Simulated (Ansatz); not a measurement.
Input and output of a relaxation of cell and atoms on a 6-atom cell of CaCdF₄ built on the fluorite structure (relaxed group P4/mmm) (Ansatz 0.2.0, PBEsol). It starts from the PBE minimum.

input.yaml:
```yaml
crystal:
  lattice:
    - [3.8878535509, 0.0, 0.0]
    - [0.0, 3.8878535509, 0.0]
    - [0.0, 0.0, 5.4968177768]
  atoms:
    - { symbol: Cd, position: [0.0, 0.0, 0.0] }
    - { symbol: F, position: [0.0, 0.5, 0.7496298919] }
    - { symbol: F, position: [0.0, 0.5, 0.2503701081] }
    - { symbol: Ca, position: [0.5, 0.5, 0.5] }
    - { symbol: F, position: [0.5, 0.0, 0.2503701081] }
    - { symbol: F, position: [0.5, 0.0, 0.7496298919] }
kpoints:
  mp_grid: { grid: [6, 6, 4] }
hamiltonian:
  xc: pbesol
scf:
  occupations: { method: fermi_dirac, width: 0.02 }
relax:
  f_tol: 0.005
  cell: {}
```

Run as `ansatz run input.yaml --threads 2 --pin off --max-ram 29491MiB --backend cpu --events-out ev --progress --plain --runs-dir out`. It took 9.8 s on 2 threads of AMD EPYC 7R13 Processor (Zen 3), with other jobs on the host, load about 0.7 per core; peak host memory 0.43 GiB.

The log, with set-up remarks and timings taken out:
```
Pseudopotential: Cd, paw, valence charge 20, recommended cutoff 420 eV (normal)
Pseudopotential: F, paw, valence charge 7, recommended cutoff 420 eV (normal)
Pseudopotential: Ca, paw, valence charge 10, recommended cutoff 420 eV (normal)
Functional definition: PBEsol
Crystal: 6 atoms, lattice volume = 83.087 Å³
Basis set: ecut = 420 eV, 1659 PW (Γ)
Bands: 35, of which v1, the nominal top of the filled ones, is band 29 counted from 1 (28 counted from 0)
Symmetry: 16 space group operations
Space group: P4/mmm (ITA 123)
k-points: 30 of 144
preconditioner: auto → Resta (q_TF=auto, 2.570 Å⁻¹)  ε∞=4.2  [insulator: Δε(μ)=3.754 eV  σ=0.020 eV  ℏωp=28.2 eV]
relax step 1: F+E_penalty+E_count = -13186.67585721 eV  max|allowed force component| = 4.905e-2 eV/Å  Δτ_max = 0.0000 Å  P = -4.411 GPa  Ω = 83.087 Å³
relax step 2: F+E_penalty+E_count = -13186.74756496 eV  max|allowed force component| = 4.565e-2 eV/Å  Δτ_max = 0.0071 Å  P = +0.116 GPa  Ω = 79.129 Å³
relax step 3: F+E_penalty+E_count = -13186.74765826 eV  max|allowed force component| = 1.669e-2 eV/Å  Δτ_max = 0.0059 Å  P = +0.006 GPa  Ω = 79.193 Å³
relax step 4: F+E_penalty+E_count = -13186.74765617 eV  max|allowed force component| = 2.735e-5 eV/Å  Δτ_max = 0.0016 Å  P = -0.004 GPa  Ω = 79.206 Å³
relax step 5: F+E_penalty+E_count = -13186.73593702 eV  max|allowed force component| = 1.472e-4 eV/Å  Δτ_max = 0.0000 Å  P = -0.323 GPa  Ω = 79.206 Å³  (SCF on a basis re-selected at this cell)
relax step 6: F+E_penalty+E_count = -13186.73719483 eV  max|allowed force component| = 6.310e-5 eV/Å  Δτ_max = 0.0002 Å  P = -0.015 GPa  Ω = 78.964 Å³
relax step 7: F+E_penalty+E_count = -13186.73611135 eV  max|allowed force component| = 4.122e-5 eV/Å  Δτ_max = 0.0000 Å  P = -0.031 GPa  Ω = 78.964 Å³  (SCF on a basis re-selected at this cell)
Free energy (F): -13186.736111 eV
Fermi energy:    7.143842 eV
--- Stress (GPa, compression-positive) ---
       -0.035149       0.000000       0.000000
        0.000000      -0.035149       0.000000
        0.000000       0.000000      -0.021833
  P = ⅓ Tr σ = -0.0307 GPa (-0.307 kbar)
--- Relaxed structure (5 steps of the walk, 5 accepted, 2 SCFs on fresh bases) ---
  F+E_penalty+E_count = -13186.73611135 eV   max|allowed force component| = 4.122e-5 eV/Å
  cell:  # Å, volume = 78.9642 Å³
    - [3.822424, 0.000000, 0.000000]
    - [0.000000, 3.822424, 0.000000]
    - [0.000000, 0.000000, 5.404466]
  atoms:
    - { symbol: Cd, position: [0.000000, 0.000000, 0.000000] }
    - { symbol: F, position: [0.000000, 0.500000, 0.750105] }
    - { symbol: F, position: [0.000000, 0.500000, 0.249895] }
    - { symbol: Ca, position: [0.500000, 0.500000, 0.500000] }
    - { symbol: F, position: [0.500000, 0.000000, 0.249895] }
    - { symbol: F, position: [0.500000, 0.000000, 0.750105] }
```

The walk took 5 steps and changed the volume by -5.0 %. The last SCF, on a fresh basis, lies 10.0 meV an atom below the first. At the end: space group P4/mmm (No. 123), tetragonal; conventional cell a = 3.822 Å, c = 5.404 Å, 13.16 Å³ an atom. Cd is surrounded by 8 F at 2.34 Å; F is surrounded by 2 Cd at 2.34 Å and 2 Ca at 2.34 Å; Ca is surrounded by 8 F at 2.34 Å.

The calculation is spin-unpolarised, and the structure need not be a phase that has been made.
